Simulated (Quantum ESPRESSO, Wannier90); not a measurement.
**GaP (zinc blende): Wannier90 run**

Materials Project entry mp-2490; symmetrised, unrelaxed at this level. COD (Crystallography Open Database) has an entry of this formula and space group (matched by these alone). Method: LDA plane waves in Quantum ESPRESSO 7.5 (PseudoDojo norm-conserving files, 64 Ry, no spin polarisation, no spin-orbit coupling), Bloch states on a 10×10×10 mesh through Γ, Wannier90 4.0.1. Density: 10×10×10 mesh, cold smearing 0.01 Ry.

```
begin unit_cell_cart
ang
    0.0000000000    2.7258100000    2.7258100000
    2.7258100000    0.0000000000    2.7258100000
    2.7258100000    2.7258100000    0.0000000000
end unit_cell_cart
mp_grid = 10 10 10
```

Neighbour vectors b of the finite-difference formula (Å⁻¹), by shell:

```tsv
shell	b_x	b_y	b_z
1	0.11525	0.11525	-0.11525
1	0.11525	-0.11525	0.11525
1	-0.11525	0.11525	0.11525
1	0.11525	0.11525	0.11525
1	-0.11525	-0.11525	0.11525
1	-0.11525	0.11525	-0.11525
1	0.11525	-0.11525	-0.11525
1	-0.11525	-0.11525	-0.11525
```

Find the weights w_b from the completeness condition Σ_b w_b b_α b_β = δ_αβ.

Shell 1: Σ b_x² = 0.106, Σ b_y² = 0.106, Σ b_z² = 0.106 Å⁻²
Each of the three diagonal sums, weighted, has to give 1 and the off-diagonal ones 0, which holds for w_1 = 9.41 Å². Check on xx: 9.41×0.106 = 1.00.

On this mesh the 4 functions of bands 6-9 (valence bands; start: s functions at the bond centres, conv_tol = 1.0e-6) end with spreads 2.0803, 2.0803, 2.0803, 2.0803 Å², Ω_I = 7.8043 Å² and Ω_D = 0.0090 Å².

Ω_total is the sum of the spreads, 8.321 Å². Ω_OD = Ω_total − Ω_I − Ω_D = 0.508 Å². Only (Ω_D + Ω_OD)/Ω_total = 6.2 % depends on the gauge, and another start could lower the total by that share at most. The rms radius is √(Ω_total/4) = 1.44 Å.
